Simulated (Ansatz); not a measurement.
The start is a generated cell, Au built in the beta-W structure type. The cell and all atomic positions are relaxed at zero pressure with r2SCAN (plane waves to 500 eV, PAW, scalar-relativistic; Ansatz, a program for electronic structure).

Ansatz input:
Ansatz 0.2 input:
```yaml
crystal:
  lattice:
    - [5.174522, 0, 0]
    - [0, 5.174522, 0]
    - [0, 0, 5.174522]
  atoms:
    - { symbol: Au, position: [0.25, 0, 0.5] }
    - { symbol: Au, position: [0.75, 0, 0.5] }
    - { symbol: Au, position: [0, 0.5, 0.25] }
    - { symbol: Au, position: [0, 0.5, 0.75] }
    - { symbol: Au, position: [0.5, 0.25, 0] }
    - { symbol: Au, position: [0.5, 0.75, 0] }
    - { symbol: Au, position: [0, 0, 0] }
    - { symbol: Au, position: [0.5, 0.5, 0.5] }
basis: { ecutwfc: 500, ecutrho_ratio: 4, xc_grid: 4, fft_grid_basis: typed }
kpoints: { mp_grid: { grid: [9, 9, 9] } }
hamiltonian:
  xc: r2scan
  dispersion: none
  pseudopotentials: { kind: paw }
scf: { occupations: { method: fermi_dirac, width: 0.05 } }
relax: { f_tol: 0.01, max_steps: 100, cell: { stress_tol: 0.02 } }
output: { forces: true, stress: true }
```

Task: What pressure does the first self-consistent step give?

Result: +7.8 GPa (positive: the cell is compressed).

Task: By how much does the energy per atom fall from start to end?

Result: 0.02 eV/atom.

Task: How does the volume change?

Result: +4.9 %, from 17.32 to 18.17 Å³/atom.

Task: How do the shortest distances between atoms change?

Result: The closest pairs of elements (up to four, under 3.6 Å), start → end: Au–Au 2.59 → 2.63 Å.

The space group stays Pm-3n (No. 223) (the run could not lower it), with 8 atoms in the primitive cell. No spin polarisation in the result.

The run could not lose the symmetry of its start, so the end can be a saddle point.

All atoms sit on sites fixed by symmetry, so only the cell could relax.

The relaxed structure here is a generated cell of Au: the first start was made by placing the elements on the sites of a structure type, and the end was not matched to a known phase here, so it may be hypothetical. Known forms of Au include space group No. 225.
